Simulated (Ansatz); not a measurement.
Data:

As (A7 type, space group R-3m)

```xyz
2
Lattice="1.8917 1.0922 3.3698 -1.8917 1.0922 3.3698 0.0000 -2.1844 3.3698" Properties=species:S:1:pos:R:3 pbc="T T T"
As     0.0000     0.0000     2.3280
As     0.0000     0.0000     7.7814
```

This relaxed cell (volume V₀) is scaled evenly in all directions, its shape held. The atoms relax within the cell's symmetry.

The numbers are results of PBE-D3(BJ) (plane waves to 420 eV, PAW, scalar-relativistic; Ansatz, a program for electronic structure), not measurements. k mesh 11×11×11 (Γ-centred), Fermi-Dirac smearing 0.05 eV. E stands for the smeared free energy. Compression counts positive. With the shape held, the modulus is that of even scaling; a crystal free to change shape is softer. As was relaxed with its symmetry unable to fall. ΔE is measured from the relaxed starting cell.

The scan covers V/V₀ from 0.900 to 1.100 in 9 points.

### Question
What is ΔE at V/V₀ = 0.900?

### Answer
47 meV/atom.

### Question
What is ΔE at V/V₀ = 1.100?

### Answer
35 meV/atom.

### Question
What pressure does the cell carry at V/V₀ = 0.900?

### Answer
7.9 GPa.

(A scan under strain: stresses follow from slopes of the energy per volume, elastic moduli from its curvatures.)
